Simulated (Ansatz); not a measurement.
Ge (Fd-3m), an elastic constant from a strain scan

Level of theory: Ansatz 0.2.0, DFT r2SCAN, scalar-relativistic, plane waves, PAW. Cutoff 500 eV, Γ-centred 10×10×10 k-points, Gaussian smearing of 0.03 eV. No spin polarisation. Energies are free energies at this smearing, counted from the undisturbed cell; pressure is positive in compression.

The undisturbed cell (relaxed at this level):

```
Ge
1.0
     0.00000    2.83750    2.83750
     2.83750    0.00000    2.83750
     2.83750    2.83750    0.00000
Ge
2
Direct
  0.50000 0.50000 0.50000
  0.75000 0.75000 0.75000
```

The cell is strained by ε times the Voigt pattern (0, 0, 1, 0, 0, 0) (xx, yy, zz, yz, xz, xy; engineering shear) with fractional coordinates fixed. The cell holds 2 atoms in V0 = 45.69 Å³. The stress column is τ = (1/V0) dE/dε, got from the stress tensor σ (compression positive) at each point as −det(1 + εP) σ : P(1 + εP)⁻¹, with P the pattern as a tensor.

```
      ε  ΔE (meV/atom)  τ (GPa)
-0.0150          2.019   -1.919
-0.0100          0.886   -1.265
 0.0000          0.000    0.017
 0.0050          0.237    0.645
 0.0100          0.918    1.264
 0.0150          2.039    1.874
 0.0200              ?        ?
```

Task: Which combination of elastic constants does this scan measure, and how large is it?

Result: For small ε, τ = τ0 + Kε with K = pᵀCp, which for this pattern is C11 in the cubic axes. The parabola through τ at ε = -0.0100, 0 and 0.0050 has slope K = 126 GPa at zero. The energies per cell, E = NΔE, of the same two points give K = 2[E(ε₊)/ε₊ − E(ε₋)/ε₋]/[(ε₊ − ε₋)V0] = 127 GPa, in agreement.

Task: Predict the withheld row at ε = 0.0200 from the harmonic law, and compare.

Result: ΔE = V0(τ0 ε + Kε²/2)/N = 3.655 meV/atom and τ = 2.55 GPa. The calculation gives 3.588 meV/atom and 2.47 GPa, a miss of 1.8 % of the harmonic energy, so the harmonic law still holds here.

Cost: 8 runs of about 2 core-minutes in all, on Intel Xeon Processor @ 2.50GHz (Skylake/Cascade Lake) (shared hosts).